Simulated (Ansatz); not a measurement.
**What DFT gives for Bi2Te2PbSe2**

```
Bi Pb Te Se
1.0
     2.17747    3.77149    0.00000
    -2.17747    3.77149    0.00000
     0.00000   -2.51433   13.73864
Bi Pb Te Se
2 1 2 2
Direct
  0.58139 0.58139 0.74417
  0.41861 0.41861 0.25583
  0.00000 0.00000 0.00000
  0.87066 0.87066 0.61198
  0.12934 0.12934 0.38802
  0.29134 0.29134 0.87402
  0.70866 0.70866 0.12598
```

The numbers come from plane-wave PAW DFT (Ansatz): r2SCAN, no spin polarisation, 500 eV, 7×7×7 Γ-centred k points, fermi-dirac occupations (width 0.1 eV). Nothing was relaxed.

(1) How is the charge shared?

(2) Is there a gap, and of what kind?

(3) What is the character of the valence top and the conduction bottom?

(4) Describe some of the short contacts.

(5) What is the formation energy?

Origin: a known structure type with other elements, at an estimated volume, so it need not be a known compound. Caveats: no spin-orbit coupling, which can shift this gap by tenths of an eV.

Cost: 120 s on 1 thread of Intel(R) Xeon(R) Platinum 8488C (Sapphire Rapids), on a shared host, peak memory 1.4 GiB (start from a saved density). The time holds forces, stress, Bader, DOS, bands, ELF.

Answers

(1) Bader charges in e: Bi +0.88, Te -0.44, Pb +0.94, Se -0.91. In the mean Pb gives up most and Se takes most.

(2) The gap is 0.56 eV, direct at the points sampled.

(3) Within 0.7 eV of the edges, the states project mainly on Te p (43 %) and Se p (36 %) below the gap and on Bi p (38 %), Pb p (24 %) and Te p (20 %) above it.

(4) Pb–Se at 3.05 Å: least valence density 0.22 e/Å³ and ELF 0.29 there. Bi–Se at 3.08 Å: least valence density 0.22 e/Å³ and ELF 0.31 there. Bi–Te at 3.10 Å: least valence density 0.28 e/Å³ and ELF 0.51 there. These are pseudo-fields; inside the PAW spheres they differ from the all-electron ones.

(5) -0.43 eV an atom against the elements' usual phases (free molecules for gases, crystals otherwise, with no correction for O₂ or N₂), so it is bound against them; other compounds may still compete. Relaxing would lower it.
